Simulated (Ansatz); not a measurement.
Input and command of a plane-wave DFT calculation in Ansatz:

```yaml
crystal:
  lattice:
    - [3.2095339604, 0.0, 0.0]
    - [-1.6047669802, 2.779537944, 0.0]
    - [0.0, 0.0, 5.268]
  atoms:
    - { symbol: Sc, position: [0.3333333333, 0.6666666667, 0.25] }
    - { symbol: Sc, position: [0.6666666667, 0.3333333333, 0.75] }
basis:
  ecutwfc: 420
kpoints:
  mp_grid: { grid: [18, 18, 10] }
hamiltonian:
  xc: pbesol
scf:
  occupations: { method: gaussian, width: 0.15 }
output:
  forces: true
  stress: true
  eigenvalues: true
```

```bash
ansatz run input.yaml --threads 1 --pin off --max-ram 2560MiB --backend cpu --events-out ev --progress --plain --runs-dir out
```

Processor: Arm Neoverse V1, 1 thread, on a host shared with other jobs.

**Question.** Estimate time, memory and problem size.

**Answer.** About 6.5 s on 1 thread of Arm Neoverse V1 (shared host), peak memory 0.4 GiB. It solves 15 bands at 222 k points (the mesh reduced by symmetry) with about 941 plane waves, in 6 SCF iterations.
